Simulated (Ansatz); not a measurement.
Geometry optimisation in Ansatz: input, command and trajectory.

```yaml
crystal:
  lattice:
    - [4.2435919096, 0.0, 0.0]
    - [-2.1217959548, 3.675058397, 0.0]
    - [0.0, 0.0, 24.6286003432]
  atoms:
    - { symbol: Ge, position: [0.0, 0.0, 0.5] }
    - { symbol: Sb, position: [0.6666666667, 0.3333333333, 0.9199652838] }
    - { symbol: Sb, position: [0.3333333333, 0.6666666667, 0.351095885] }
    - { symbol: Sb, position: [0.3333333333, 0.6666666667, 0.0800347162] }
    - { symbol: Sb, position: [0.6666666667, 0.3333333333, 0.648904115] }
    - { symbol: Te, position: [0.3333333333, 0.6666666667, 0.8516142647] }
    - { symbol: Te, position: [0.6666666667, 0.3333333333, 0.1483857353] }
    - { symbol: Te, position: [0.0, 0.0, 0.7167626972] }
    - { symbol: Te, position: [0.6666666667, 0.3333333333, 0.4322657189] }
    - { symbol: Te, position: [0.3333333333, 0.6666666667, 0.5677342811] }
    - { symbol: Te, position: [0.0, 0.0, 0.0] }
    - { symbol: Te, position: [0.0, 0.0, 0.2832373028] }
basis:
  ecutwfc: 500
kpoints:
  mp_grid: { grid: [6, 6, 2] }
hamiltonian:
  xc: r2scan
scf:
  occupations: { method: gaussian, width: 0.02 }
output:
  forces: true
  stress: true
  eigenvalues: true
relax:
  adjacent_minimum: "off"
  f_tol: 0.01
  max_steps: 30
  cell: { stress_tol: 0.1, fix: [volume] }
```

```bash
ansatz run input.yaml --threads 4 --pin off --max-ram 10240MiB --backend cpu --events-out ev --progress --plain --runs-dir out
```

All numbers below come from Ansatz, DFT r2SCAN, scalar-relativistic, plane waves, PAW.

The volume is held at 0.97 times that of the relaxed cell.

Of 5 frames 4 are shown, positions in Å and forces in eV/Å; the SCF threshold varies from step to step. Steps run on the plane waves of an earlier cell, with a Pulay correction in the pressure. The basis is chosen afresh for the last frame, the zero of the energies, and at times for earlier ones too; energy and pressure can step there, also at an unchanged geometry. Where two frames share a geometry here, they differ by under 2 meV/atom and 0.3 GPa. The mark taken_back stands on steps that the optimiser undid.

```xyz
12
Lattice="4.2436 0.0000 0.0000 -2.1218 3.6751 0.0000 0.0000 0.0000 24.6286" Properties=species:S:1:pos:R:3:forces:R:3 pbc="T T T" step=1 free_energy_over_end_meV_per_atom=2.74 pressure_GPa=1.62
Ge    0.0000    0.0000   12.3143    0.0000    0.0000    0.0000
Sb    2.1218    1.2250   22.6575    0.0000    0.0000    0.0787
Sb    0.0000    2.4500    8.6470    0.0000    0.0000    0.0873
Sb    0.0000    2.4500    1.9711    0.0000    0.0000   -0.0787
Sb    2.1218    1.2250   15.9816    0.0000    0.0000   -0.0873
Te    0.0000    2.4500   20.9741    0.0000    0.0000   -0.2378
Te    2.1218    1.2250    3.6545    0.0000    0.0000    0.2378
Te    0.0000    0.0000   17.6529    0.0000    0.0000    0.2368
Te    2.1218    1.2250   10.6461    0.0000    0.0000    0.0100
Te    0.0000    2.4500   13.9825    0.0000    0.0000   -0.0100
Te    0.0000    0.0000    0.0000    0.0000    0.0000    0.0000
Te    0.0000    0.0000    6.9757    0.0000    0.0000   -0.2368
12
Lattice="4.2562 0.0000 0.0000 -2.1281 3.6860 0.0000 0.0000 0.0000 24.4832" Properties=species:S:1:pos:R:3:forces:R:3 pbc="T T T" step=2 free_energy_over_end_meV_per_atom=4.31 pressure_GPa=0.00 taken_back
Ge    0.0000    0.0000   12.2416    0.0000    0.0000    0.0000
Sb    2.1281    1.2287   22.4497    0.0000    0.0000   -0.0715
Sb    0.0000    2.4573    8.4781    0.0000    0.0000   -0.0534
Sb    0.0000    2.4573    2.0335    0.0000    0.0000    0.0715
Sb    2.1281    1.2287   16.0051    0.0000    0.0000    0.0534
Te    0.0000    2.4573   20.7002    0.0000    0.0000    0.3213
Te    2.1281    1.2287    3.7830    0.0000    0.0000   -0.3213
Te    0.0000    0.0000   17.7399    0.0000    0.0000   -0.2911
Te    2.1281    1.2287   10.5399    0.0000    0.0000   -0.0549
Te    0.0000    2.4573   13.9433    0.0000    0.0000    0.0549
Te    0.0000    0.0000    0.0000    0.0000    0.0000    0.0000
Te    0.0000    0.0000    6.7433    0.0000    0.0000    0.2911
12
Lattice="4.2644 0.0000 0.0000 -2.1322 3.6931 0.0000 0.0000 0.0000 24.3885" Properties=species:S:1:pos:R:3:forces:R:3 pbc="T T T" step=3 free_energy_over_end_meV_per_atom=0.03 pressure_GPa=0.78
Ge    0.0000    0.0000   12.1943    0.0000    0.0000    0.0000
Sb    2.1322    1.2310   22.4004    0.0000    0.0000    0.0079
Sb    0.0000    2.4621    8.5074    0.0000    0.0000    0.0103
Sb    0.0000    2.4621    1.9881    0.0000    0.0000   -0.0079
Sb    2.1322    1.2310   15.8812    0.0000    0.0000   -0.0103
Te    0.0000    2.4621   20.6960    0.0000    0.0000    0.0025
Te    2.1322    1.2310    3.6926    0.0000    0.0000   -0.0025
Te    0.0000    0.0000   17.5735    0.0000    0.0000    0.0057
Te    2.1322    1.2310   10.5221    0.0000    0.0000   -0.0290
Te    0.0000    2.4621   13.8664    0.0000    0.0000    0.0290
Te    0.0000    0.0000    0.0000    0.0000    0.0000    0.0000
Te    0.0000    0.0000    6.8151    0.0000    0.0000   -0.0057
12
Lattice="4.2676 0.0000 0.0000 -2.1338 3.6959 0.0000 0.0000 0.0000 24.3521" Properties=species:S:1:pos:R:3:forces:R:3 pbc="T T T" step=5 free_energy_over_end_meV_per_atom=0.00 pressure_GPa=0.75
Ge    0.0000    0.0000   12.1760    0.0000    0.0000    0.0000
Sb    2.1338    1.2320   22.3674    0.0000    0.0000    0.0036
Sb    0.0000    2.4639    8.4888    0.0000    0.0000    0.0051
Sb    0.0000    2.4639    1.9846    0.0000    0.0000   -0.0036
Sb    2.1338    1.2320   15.8633    0.0000    0.0000   -0.0051
Te    0.0000    2.4639   20.6647    0.0000    0.0000    0.0006
Te    2.1338    1.2320    3.6874    0.0000    0.0000   -0.0006
Te    0.0000    0.0000   17.5549    0.0000    0.0000    0.0002
Te    2.1338    1.2320   10.5006    0.0000    0.0000   -0.0087
Te    0.0000    2.4639   13.8515    0.0000    0.0000    0.0087
Te    0.0000    0.0000    0.0000    0.0000    0.0000    0.0000
Te    0.0000    0.0000    6.7972    0.0000    0.0000   -0.0002
```

Time: 3.8 min on 4 threads of AMD EPYC (Zen 3), on a shared host, peak memory 2.4 GiB.

The cell holds layers, and r2SCAN describes their binding at middle range but leaves out its long-range dispersion part.